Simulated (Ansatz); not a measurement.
ZrGeO₃:
```xyz
5
Lattice="3.9876 0.0000 0.0000 0.0000 3.9876 0.0000 0.0000 0.0000 4.3417" Properties=species:S:1:pos:R:3 pbc="T T T"
Zr     1.9938     1.9938     2.5131
Ge     0.0000     0.0000     0.8471
O      0.0000     1.9938     1.9521
O      1.9938     0.0000     1.9521
O      1.9938     1.9938     0.0740
```

Relaxed with PBEsol. Special points in fractions of this cell's reciprocal vectors: Γ (0.000, 0.000, 0.000); X (0.000, 0.500, 0.000); M (0.500, 0.500, 0.000); Z (0.000, 0.000, 0.500); R (0.000, 0.500, 0.500); A (0.500, 0.500, 0.500).

### Question
List the band energies nearest the valence-band maximum at these points for plane-wave PAW PBEsol (Ansatz code).

### Answer
In eV from the valence-band maximum; about four levels below and three above (degenerate sets whole), none deeper than 8.9 eV; points with the same levels are listed once.

| k | below | above |
|---|---|---|
| Γ | -2.25 -2.25 -1.27 -1.27 -0.75 | 2.83 3.14 5.46 5.46 |
| X | -2.43 -1.21 -0.75 0.00 | 3.24 4.64 4.80 |
| M | -1.85 -1.85 -1.80 -1.54 -0.72 | 3.53 4.77 4.77 |
| Z | -2.52 -2.52 -1.11 -0.83 -0.83 | 1.39 3.22 5.73 5.73 |
| R | -2.40 -0.97 -0.72 -0.58 | 3.65 3.94 4.61 |
| A | -3.03 -1.53 -0.62 -0.62 | 5.06 5.10 5.10 |

Space group P4mm. The start of the workflow was typed in or built on a structure type; neither database checked (COD, Materials Project) lists it. Whether it is the stable phase at ambient conditions was not checked. Symmetry was held in the PBEsol relaxation. At this level the phase is dynamically unstable (imaginary phonons). The run is not spin-polarised. Spin–orbit coupling is left out wherever it is not named.

Potentials: the later of the program's two PAW sets.
